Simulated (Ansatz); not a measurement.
Ta3AsAu2O13 and the effect of the choice of potentials or basis

Space group P-6 (No. 174). a = 5.452 Å, b = 5.452 Å, c = 9.579 Å, α = 90.00°, β = 90.00°, γ = 120.00°
```
atom  site  symmetry       x       y       z
  Ta    2g       3..  0.0000  0.0000  0.1941
  Ta    1e      -6..  0.6667  0.3333  0.0000
  As    1b      -6..  0.0000  0.0000  0.5000
  Au    2h       3..  0.3333  0.6667  0.2743
   O    1a      -6..  0.0000  0.0000  0.0000
   O    6l         1  0.2395  0.9713  0.3640
   O    6l         1  0.3845  0.3342  0.8584
```

The cell comes from a database or a generator and needn't be the stable form of this composition.

Kept alike: task single point; functional PBE; k mesh 6 × 6 × 3; occupations fermi-dirac, width 0.05 eV; no spin polarisation. Program: Ansatz. Cutoffs run from 900 to 1380 eV. The mesh is that of the run's cell of 19 atoms. No spin-orbit coupling.

```csv
choice of potentials or basis,pressure (GPa)
Ansatz NC,-0.03
Ansatz PAW (files of its older set among them),-0.01
JTH PAW,0.23
PseudoDojo standard (PBE files),-0.85
SPMS NC,-0.64
```

Pressure is positive in compression, with a Pulay correction for the finite cutoff. For a metal such a mesh leaves the last digits unconverged.

Problem. What does the choice of potentials or basis change here?

Solution. The pressure runs from -0.85 (PseudoDojo standard (PBE files)) to 0.23 GPa (JTH PAW).
